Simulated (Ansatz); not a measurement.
Ansatz input file:

```yaml
crystal:
  lattice:
    - [-1.8699784172, 1.7768321746, 2.0740307127]
    - [1.8699784172, -1.7768321746, 2.0740307127]
    - [1.8699784172, 1.7768321746, -2.0740307127]
  atoms:
    - { symbol: Sn, position: [0.0, 0.0, 0.0] }
basis:
  ecutwfc: 420
kpoints:
  mp_grid: { grid: [16, 16, 16] }
hamiltonian:
  xc: pbesol
  dispersion: d3bj
scf:
  occupations: { method: gaussian, width: 0.1 }
output:
  forces: true
  stress: true
  eigenvalues: true
  write_density: true
  write_potential: true
  elf: true
  volumetric_format: npy
relax:
  adjacent_minimum: "off"
  f_tol: 0.01
  max_steps: 30
  cell: { stress_tol: 0.1, fix: [volume] }
```

Run as
```bash
ansatz run input.yaml --threads 1 --pin off --max-ram 2560MiB --backend cpu --events-out ev --progress --plain --runs-dir out
```

Computed with DFT PBEsol+D3(BJ), scalar-relativistic, plane waves, PAW (Ansatz 0.2.0).

From the run's log, abridged:

```
Pseudopotentials: kind: paw
Pseudopotential: Sn, paw, valence charge 14, recommended cutoff 420 eV (normal)
Functional definition: PBEsol
Crystal: 1 atom, lattice volume = 27.565 Å³
Basis set: ecut = 420 eV, 545 PW (Γ), exchange–correlation on 48×48×48 points (8 copies of the dense FFT grid, shifted against one another)
Bands: 11, of which v1, the nominal top of the filled ones, is band 7 counted from 1 (6 counted from 0)
Symmetry: 8 space group operations
Space group: Immm (ITA 71), of the structure as read, at distance tolerance 3.0e-5 Å
k-points: 621 of 4096
Initial density: superposition of atomic densities (neutral atoms: chi_scale 0, normalization atom), corrected by the library's trained network
Initial wavefunctions: pseudopotential atomic-orbital guess
Functional: x = pbesol(κ = 0.804, μ = 0.12345679), c = pbesol(β = 0.046)
SCF iter   1: F=—  HF=-5950.133051 eV  |F-HF|=—  |Δ(HF+E_count)|=         —  Δρ=2.52e-3  dr2=1.03e-3  ethr=1.77e-3  ⟨swp⟩=5.0  Hψ=40060  notcnv=0
SCF iter   2: F=—  HF=-5950.132021 eV  |F-HF|=—  |Δ(HF+E_count)|=   1.03e-3  Δρ=1.43e-3  dr2=3.67e-4  ethr=7.38e-6  ⟨swp⟩=1.9  Hψ=12350  notcnv=0
SCF iter   3: F=—  HF=-5950.131913 eV  |F-HF|=—  |Δ(HF+E_count)|=   1.08e-4  Δρ=5.40e-4  dr2=5.82e-5  ethr=2.62e-6  ⟨swp⟩=2.0  Hψ=11026  notcnv=0
SCF iter   4: F=—  HF=-5950.131859 eV  |F-HF|=—  |Δ(HF+E_count)|=   5.38e-5  Δρ=5.20e-5  dr2=4.69e-7  ethr=4.16e-7  ⟨swp⟩=2.0  Hψ=11023  notcnv=0
SCF iter   5: F=-5950.131859 eV  HF=-5950.131859 eV  |F-HF|=3.71e-9  |Δ(HF+E_count)|=   5.28e-7  Δρ=4.97e-6  dr2=4.90e-9  ethr=3.35e-9  ⟨swp⟩=2.0  Hψ=11034  notcnv=0
SCF iter   6: F=-5950.131859 eV  HF=-5950.131859 eV  |F-HF|=6.65e-9  |Δ(HF+E_count)|=   7.71e-9  Δρ=4.57e-6  dr2=5.14e-9  ethr=3.50e-11  ⟨swp⟩=5.7  Hψ=36258  notcnv=0
SCF 1 converged in 6 iterations: F = -5950.131859 eV  dr2 = 5.14e-9
relax step   1: F+E_penalty+E_count = -5950.13185881 eV  Δ(F+E_penalty+E_count) = +0.000e0 eV  max|allowed force component| = 0.000e0 eV/Å  Δτ_max = 0.0000 Å  P = -4.812 GPa  Ω = 27.565 Å³  fix = [volume]  reactions: volume -4.812 GPa (6 SCF iters, dr2 threshold 1.00e-7 eV, accepted)
Initial density: handed on by an earlier stage of this run
Initial wavefunctions: those handed on with the density
SCF iter   1: F=—  HF=-5950.131961 eV  |F-HF|=—  |Δ(HF+E_count)|=         —  Δρ=5.99e-5  dr2=8.06e-7  ethr=1.36e-8  ⟨swp⟩=3.1  Hψ=61371  notcnv=0
SCF iter   2: F=—  HF=-5950.131961 eV  |F-HF|=—  |Δ(HF+E_count)|=   8.87e-9  Δρ=3.02e-5  dr2=1.98e-7  ethr=5.76e-9  ⟨swp⟩=1.0  Hψ=6832  notcnv=0
SCF iter   3: F=-5950.131961 eV  HF=-5950.131961 eV  |F-HF|=6.52e-10  |Δ(HF+E_count)|=   2.21e-8  Δρ=1.86e-6  dr2=6.06e-10  ethr=5.77e-10  ⟨swp⟩=8.1  Hψ=41144  notcnv=0
SCF 2 converged in 3 iterations: F = -5950.131961 eV  dr2 = 6.06e-10
relax step   2: F+E_penalty+E_count = -5950.13196108 eV  Δ(F+E_penalty+E_count) = -1.023e-4 eV  max|allowed force component| = 0.000e0 eV/Å  Δτ_max = 0.0000 Å  P = -4.798 GPa  Ω = 27.565 Å³  energy of the carried Pulay correction = +2.322e-7 eV  fix = [volume]  reactions: volume -4.798 GPa (3 SCF iters, dr2 threshold 8.07e-8 eV, accepted)
SCF iter   1: F=—  HF=-5950.133224 eV  |F-HF|=—  |Δ(HF+E_count)|=         —  Δρ=8.03e-4  dr2=1.43e-4  ethr=1.14e-6  ⟨swp⟩=2.0  Hψ=64665  notcnv=0
SCF iter   2: F=—  HF=-5950.133229 eV  |F-HF|=—  |Δ(HF+E_count)|=   4.66e-6  Δρ=4.13e-4  dr2=3.40e-5  ethr=1.02e-6  ⟨swp⟩=1.0  Hψ=6831  notcnv=0
SCF iter   3: F=—  HF=-5950.133234 eV  |F-HF|=—  |Δ(HF+E_count)|=   5.34e-6  Δρ=4.60e-5  dr2=4.34e-7  ethr=2.43e-7  ⟨swp⟩=1.0  Hψ=6831  notcnv=0
SCF iter   4: F=-5950.133234 eV  HF=-5950.133234 eV  |F-HF|=2.63e-9  |Δ(HF+E_count)|=   1.81e-7  Δρ=7.89e-6  dr2=1.59e-8  ethr=4.59e-10  ⟨swp⟩=9.4  Hψ=48781  notcnv=0
SCF 3 converged in 4 iterations: F = -5950.133234 eV  dr2 = 1.59e-8
relax step   3: F+E_penalty+E_count = -5950.13323430 eV  Δ(F+E_penalty+E_count) = -1.273e-3 eV  max|allowed force component| = 0.000e0 eV/Å  Δτ_max = 0.0000 Å  P = -4.549 GPa  Ω = 27.565 Å³  energy of the carried Pulay correction = +3.553e-6 eV  fix = [volume]  reactions: volume -4.549 GPa (4 SCF iters, dr2 threshold 6.42e-8 eV, accepted)
Basis set: ecut = 420 eV, 535 PW (Γ), exchange–correlation on 48×48×48 points (8 copies of the dense FFT grid, shifted against one another)
SCF iter   1: F=—  HF=-5950.135187 eV  |F-HF|=—  |Δ(HF+E_count)|=         —  Δρ=8.17e-4  dr2=1.65e-4  ethr=1.34e-6  ⟨swp⟩=2.0  Hψ=64711  notcnv=0
SCF iter   2: F=—  HF=-5950.135189 eV  |F-HF|=—  |Δ(HF+E_count)|=   1.84e-6  Δρ=4.11e-4  dr2=3.65e-5  ethr=1.18e-6  ⟨swp⟩=1.0  Hψ=6831  notcnv=0
SCF iter   3: F=—  HF=-5950.135194 eV  |F-HF|=—  |Δ(HF+E_count)|=   5.22e-6  Δρ=4.31e-5  dr2=3.70e-7  ethr=2.61e-7  ⟨swp⟩=1.0  Hψ=6839  notcnv=0
SCF iter   4: F=-5950.135194 eV  HF=-5950.135194 eV  |F-HF|=6.81e-9  |Δ(HF+E_count)|=  1.99e-10  Δρ=1.08e-5  dr2=2.96e-8  ethr=7.14e-10  ⟨swp⟩=9.4  Hψ=49012  notcnv=0
SCF 4 converged in 4 iterations: F = -5950.135194 eV  dr2 = 2.96e-8
relax step   4: F+E_penalty+E_count = -5950.13519384 eV  Δ(F+E_penalty+E_count) = -1.960e-3 eV  max|allowed force component| = 0.000e0 eV/Å  Δτ_max = 0.0000 Å  P = -4.402 GPa  Ω = 27.565 Å³  energy of the carried Pulay correction = +7.930e-6 eV  fix = [volume]  reactions: volume -4.402 GPa (4 SCF iters, dr2 threshold 1.00e-7 eV, accepted)
Basis set: ecut = 420 eV, 543 PW (Γ), exchange–correlation on 48×48×48 points (8 copies of the dense FFT grid, shifted against one another)
SCF iter   1: F=—  HF=-5950.135626 eV  |F-HF|=—  |Δ(HF+E_count)|=         —  Δρ=2.83e-4  dr2=2.08e-5  ethr=2.66e-7  ⟨swp⟩=2.8  Hψ=63839  notcnv=0
SCF iter   2: F=—  HF=-5950.135627 eV  |F-HF|=—  |Δ(HF+E_count)|=   1.16e-7  Δρ=1.42e-4  dr2=4.70e-6  ethr=1.48e-7  ⟨swp⟩=1.0  Hψ=6831  notcnv=0
SCF iter   3: F=-5950.135627 eV  HF=-5950.135627 eV  |F-HF|=3.75e-8  |Δ(HF+E_count)|=   5.63e-7  Δρ=1.54e-5  dr2=4.49e-8  ethr=5.78e-10  ⟨swp⟩=7.2  Hψ=37335  notcnv=0
SCF 5 converged in 3 iterations: F = -5950.135627 eV  dr2 = 4.49e-8
relax step   5: F+E_penalty+E_count = -5950.13562703 eV  Δ(F+E_penalty+E_count) = -4.332e-4 eV  max|allowed force component| = 0.000e0 eV/Å  Δτ_max = 0.0000 Å  P = -4.446 GPa  Ω = 27.565 Å³  energy of the carried Pulay correction = +6.220e-6 eV  fix = [volume]  reactions: volume -4.446 GPa (3 SCF iters, dr2 threshold 8.09e-8 eV, accepted)
Basis set: ecut = 420 eV, 551 PW (Γ), exchange–correlation on 48×48×48 points (8 copies of the dense FFT grid, shifted against one another)
SCF iter   1: F=—  HF=-5950.135899 eV  |F-HF|=—  |Δ(HF+E_count)|=         —  Δρ=1.81e-4  dr2=1.22e-5  ethr=8.59e-8  ⟨swp⟩=2.8  Hψ=63136  notcnv=0
SCF iter   2: F=—  HF=-5950.135897 eV  |F-HF|=—  |Δ(HF+E_count)|=   2.63e-6  Δρ=7.83e-5  dr2=1.97e-6  ethr=8.59e-8  ⟨swp⟩=1.0  Hψ=6831  notcnv=0
SCF iter   3: F=-5950.135896 eV  HF=-5950.135896 eV  |F-HF|=1.77e-9  |Δ(HF+E_count)|=   1.91e-7  Δρ=1.02e-5  dr2=1.94e-8  ethr=7.14e-10  ⟨swp⟩=6.7  Hψ=37111  notcnv=0
SCF 6 converged in 3 iterations: F = -5950.135896 eV  dr2 = 1.94e-8
relax step   6: F+E_penalty+E_count = -5950.13589632 eV  Δ(F+E_penalty+E_count) = -2.693e-4 eV  max|allowed force component| = 0.000e0 eV/Å  Δτ_max = 0.0000 Å  P = -4.456 GPa  Ω = 27.565 Å³  energy of the carried Pulay correction = +5.874e-6 eV  fix = [volume]  reactions: volume -4.456 GPa (3 SCF iters, dr2 threshold 1.00e-7 eV, accepted)
Initial wavefunctions: pseudopotential atomic-orbital guess (no wavefunctions were taken with the density)
SCF iter   1: F=—  HF=-5950.135969 eV  |F-HF|=—  |Δ(HF+E_count)|=         —  Δρ=5.83e-5  dr2=1.49e-7  ethr=1.90e-7  ⟨swp⟩=2.8  Hψ=56443  notcnv=0
SCF iter   2: F=—  HF=-5950.135969 eV  |F-HF|=—  |Δ(HF+E_count)|=   1.41e-7  Δρ=2.90e-5  dr2=3.48e-8  ethr=1.06e-9  ⟨swp⟩=2.5  Hψ=11015  notcnv=0
SCF iter   3: F=—  HF=-5950.135969 eV  |F-HF|=—  |Δ(HF+E_count)|=   8.13e-8  Δρ=3.46e-6  dr2=1.50e-9  ethr=2.48e-10  ⟨swp⟩=2.7  Hψ=10682  notcnv=0
SCF iter   4: F=-5950.135969 eV  HF=-5950.135969 eV  |F-HF|=2.64e-11  |Δ(HF+E_count)|=  1.36e-11  Δρ=5.63e-7  dr2=3.23e-11  ethr=1.00e-12  ⟨swp⟩=5.0  Hψ=33863  notcnv=0
SCF 7 converged in 4 iterations: F = -5950.135969 eV  dr2 = 3.23e-11
SCF converged after 4 iterations
Free energy (F): -5950.135969 eV
Harris-Foulkes:  -5950.135969 eV  (|F-HF|=2.64e-11)
Internal energy: -5950.133442 eV  (E = F + TS)
E sigma→0 (E₀):  -5950.134706 eV
Entropy (-TS):   -0.002527 eV (-2.527 meV/atom)
Fermi energy:    10.494731 eV
--- Per-component energies (eV) ---
  E_band       = -84.848544
  E_kinetic    = 186.132907
  E_local      = -835.286108  (includes V_loc(G=0)·N_el)
  E_nonlocal   = -30.956248
  E_hartree    = 522.086002
  E_xc         = -379.622081
  E_vxc        = -97.206085  (∫ρ·V_xc dr)
  E_paw        = -4063.248131  (= ΣΔE_a)
  E_vpaw       = -351.705147  (= ΣTr[D̂ρ^β])
  E_aug_tail   =  0.000000  (compensation charges beyond the density's cutoff)
  E_ewald      = -1349.140820
  E_disp       = -0.383803  (pairwise vdW)
  E_core_change = 0.284840  (= ΣΔE_core)
  E_smearing   = -0.002527  (= −TS)
--- Forces (eV/Å), atoms counted from 1 ---
  atom   1  Sn     0.00000000     0.00000000     0.00000000
--- Stress (GPa, compression-positive) ---
       -4.446911       0.000000       0.000000
        0.000000      -4.461717       0.000000
        0.000000       0.000000      -4.467584
  P = ⅓ Tr σ = -4.4587 GPa (-44.587 kbar)
--- Band table (eV; the first three rows and the last of 621) ---
  k-point 0: bands = ["-10.9531", "-10.9529", "-10.9012", "-10.8812", "-10.8196", "-0.5059", "17.9858", "18.2375", "18.2440", "21.3363", "22.2637"]
  k-point 1: bands = ["-10.9556", "-10.9451", "-10.9012", "-10.8782", "-10.8202", "-0.4088", "17.5169", "17.7893", "17.8541", "20.5536", "22.8138"]
  k-point 2: bands = ["-10.9630", "-10.9225", "-10.9024", "-10.8696", "-10.8209", "-0.1174", "16.5512", "16.6302", "17.0177", "19.5946", "20.8487"]
  k-point 620: bands = ["-10.9964", "-10.9611", "-10.7876", "-10.7540", "-10.7540", "6.8537", "7.8822", "11.4946", "11.5027", "14.7523", "15.4471"]
--- Relaxed structure (6 steps of the walk, 6 accepted, 1 SCFs on fresh bases) ---
  F+E_penalty+E_count = -5950.13596909 eV   max|allowed force component| = 0.000e0 eV/Å   (the final SCF, on the basis selected at the relaxed cell)
  cell:  # Å, volume = 27.5650 Å³
    - [-1.77201166, 1.77266393, 2.19384126]
    - [1.77201166, -1.77266393, 2.19384126]
    - [1.77201166, 1.77266393, -2.19384126]
  atoms:
    - { symbol: Sn, position: [0.0, 0.0, 0.0] }
```

The relaxation met its thresholds.

Time: 69 s on 1 thread of Intel(R) Xeon(R) Platinum 8488C (Sapphire Rapids), on a shared host, peak memory 0.53 GiB.